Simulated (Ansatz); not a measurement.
**Ti4Fe2O: gradients before and after relaxing the atoms**

Start: a refined structure from the COD, taken as it stands.

Space group Fd-3m:1 (No. 227); a = 11.2824 Å.

| site | Wyckoff | site symmetry | x | y | z |
| --- | --- | --- | --- | --- | --- |
| Ti1 | 48f | 2.mm | 0.5650 | 0.7500 | 0.2500 |
| Ti13 | 16d | .-3m | 0.1250 | 0.1250 | 0.6250 |
| Fe | 32e | .3m | 0.9180 | 0.9180 | 0.4180 |
| O | 16c | .-3m | 0.6250 | 0.6250 | 0.1250 |

One atom of each set is listed; the run and its k-mesh use a cell of 28 atoms with edges of 7.98, 7.98, 7.98 Å.

Level of theory: DFT, PBE, plane waves and PAW, scalar-relativistic, collinear spin, 420 eV cutoff, Γ-centred 5×5×5 k-points, Fermi–Dirac smearing 0.05 eV (Ansatz 0.2.0). Start moments as typed (μB): 3 on each Fe, none on the rest.

The largest force at the start is 0.69 eV/Å. Relaxing the ions at fixed cell moves them by 0.055 Å at most (atom 17, Fe) and 0.037 Å rms.

| site | moved (Å) | first shell before | first shell after | V_zz before (10²¹ V/m²) | η before |
| --- | --- | --- | --- | --- | --- |
| Ti1 | 0.033 | 2 O at 2.11 Å, angle 143° | 2 O at 2.12 Å, angle 141° | -3.25 | 0.35 |
| Ti13 | 0.000 | 6 Fe at 2.43 Å | 6 Fe at 2.45 Å | -1.04 | 0.00 |
| Fe | 0.055 | 3 Ti at 2.43 Å; also 3 Ti at 2.69 Å | 6 Ti at 2.45–2.65 Å; also 3 Ti at 2.90 Å | 0.92 | 0.00 |
| O | 0.000 | 6 Ti at 2.11 Å | 6 Ti at 2.12 Å | 0.063 | 0.00 |

(1) What are V_zz and η after the relaxation?

Results:

(1) 

```tsv
site	V_zz after	η after	change of V_zz
Ti1	-3.63	0.39	-0.38
Ti13	0.009	0.00	+1.05
Fe	0.96	0.00	+0.04
O	-0.26	0.00	-0.32
```

The largest change of V_zz is on Ti13, from -1.04 to 0.009. In per cent, |V_zz| changes by +12 on Ti (all sites that start above 2). V_zz changes sign on O (same axis).

The run finds no gap above 0.1 eV (a metal, or nearly one), so the gradients can move by 10 % or more with the k-mesh. Semilocal functionals can leave a metal where correlation in the d or f shell opens a gap in the real compound, and that would change the values at and beside Fe and Ti. With these PAW files V_zz is typically within 2 to 3 % of all-electron values, but misses above 10 % occur on Fe. The start moments die out, and the run ends without spin.
